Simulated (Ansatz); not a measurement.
MoS2 with Ga replacing Mo: field gradients at two levels of theory

Cell: a supercell of MoS2 (space group P6_3/mmc) built from an entry of the Crystallography Open Database (COD), with the ions relaxed around the defect (PBE).

```cif
data_structure
_symmetry_space_group_name_H-M 'P 1'
_symmetry_Int_Tables_number 1
_cell_length_a 6.3380
_cell_length_b 6.3380
_cell_length_c 12.3240
_cell_angle_alpha 90.000
_cell_angle_beta 90.000
_cell_angle_gamma 120.000
_cell_volume 428.73
loop_
_atom_site_label
_atom_site_type_symbol
_atom_site_fract_x
_atom_site_fract_y
_atom_site_fract_z
_atom_site_occupancy
Ga1 Ga 0.19611 0.34822 0.27085 1
Mo2 Mo 0.16497 0.83264 0.24880 1
Mo3 Mo 0.66468 0.32950 0.24389 1
Mo4 Mo 0.66471 0.83539 0.24375 1
Mo5 Mo 0.33524 0.16775 0.75015 1
Mo6 Mo 0.33526 0.66782 0.75016 1
Mo7 Mo 0.83518 0.16774 0.75042 1
Mo8 Mo 0.83526 0.66779 0.75096 1
S9 S 0.16846 0.33439 0.62333 1
S10 S 0.16771 0.83400 0.62369 1
S11 S 0.66924 0.33510 0.62373 1
S12 S 0.66923 0.83447 0.62373 1
S13 S 0.31413 0.16528 0.12730 1
S14 S 0.31433 0.64987 0.12703 1
S15 S 0.80850 0.15451 0.11622 1
S16 S 0.82950 0.66487 0.11920 1
S17 S 0.16869 0.33450 0.87673 1
S18 S 0.16949 0.83491 0.87732 1
S19 S 0.66787 0.33369 0.87726 1
S20 S 0.66788 0.83451 0.87727 1
S21 S 0.35105 0.15720 0.38167 1
S22 S 0.35111 0.69399 0.38166 1
S23 S 0.83942 0.16971 0.36963 1
S24 S 0.82922 0.66477 0.37088 1
```

Sites (sets of like atoms) are named by element and the number of their first atom in this list.

First run. Method: Kohn–Sham DFT in Ansatz, PBE, plane waves and PAW, scalar-relativistic, collinear spin, 420 eV cutoff, Γ-centred 4×4×2 k-points, Fermi–Dirac smearing 0.01 eV. Start moments as typed (μB): 1 on each Ga, none on the rest.

| site | atom | V_zz (10²¹ V/m²) | η |
| --- | --- | --- | --- |
| Ga | 1 | -3.37 | 0.43 |
| Mo2 | 2 | -10.82 | 0.08 |
| Mo3 | 3 | -10.71 | 0.19 |
| Mo5 | 5 | -7.58 | 0.00 |
| Mo8 | 8 | -7.42 | 0.01 |
| S10 | 10 | -5.21 | 0.01 |
| S13 | 13 | -3.13 | 0.29 |
| S14 | 14 | -3.09 | 0.27 |
| S15 | 15 | -2.69 | 0.35 |
| S17 | 17 | -5.37 | 0.00 |
| S19 | 19 | -4.99 | 0.01 |
| S21 | 21 | -4.07 | 0.70 |
| S22 | 22 | -4.03 | 0.71 |
| S23 | 23 | -4.27 | 0.59 |

Second run. The same atoms and settings, except that the functional is r2SCAN and the cutoff is 500 eV.

Task: Given the first result, estimate the second.

Result: 

```tsv
site	atom	V_zz	η	change of V_zz
Ga	1	-3.57	0.47	-0.20
Mo2	2	-11.27	0.02	-0.45
Mo3	3	-11.25	0.17	-0.54
Mo5	5	-7.67	0.00	-0.09
Mo8	8	-7.52	0.01	-0.10
S10	10	-5.30	0.01	-0.09
S13	13	-3.06	0.12	+0.07
S14	14	-3.03	0.11	+0.06
S15	15	-2.49	0.81	+0.20
S17	17	-5.46	0.00	-0.09
S19	19	-5.09	0.01	-0.10
S21	21	-4.20	0.73	-0.13
S22	22	-4.16	0.74	-0.13
S23	23	-4.24	0.48	+0.03
```

The largest change of V_zz is on Mo3, from -10.71 to -11.25. In per cent, |V_zz| changes by +6 on Ga, +1 to +5 on Mo, -8 to +3 on S (all sites that start above 2). Where |V_zz| stays above 0.1, η moves most on S15, from 0.35 to 0.81. The table leaves out 5 of the 19 sites, with |V_zz| up to 6.23; their tensors move by 0.09 at most along any direction. The statements above cover all sites.

The defect repeats with the cell of 24 atoms, so it feels its images: sites between two images don't show the values beside a lone defect, and zeros or small values of η there can come from the images' arrangement. Mo and S carry a gradient in the pure host already, so the values there aren't the defect's effect alone. The defect cell has no gap above 0.1 eV on its mesh, so the values can hang on the smearing and the k-mesh. Without spin–orbit coupling (the program notes it for Mo) the gradients can shift somewhat, as the gap is small. The start moments die out, and the run ends without spin.
For the first run: The centre was started off its lattice site, so that it could distort.
For the second run: The program didn't check the stability of this electronic state in full, so a lower one may lie near.
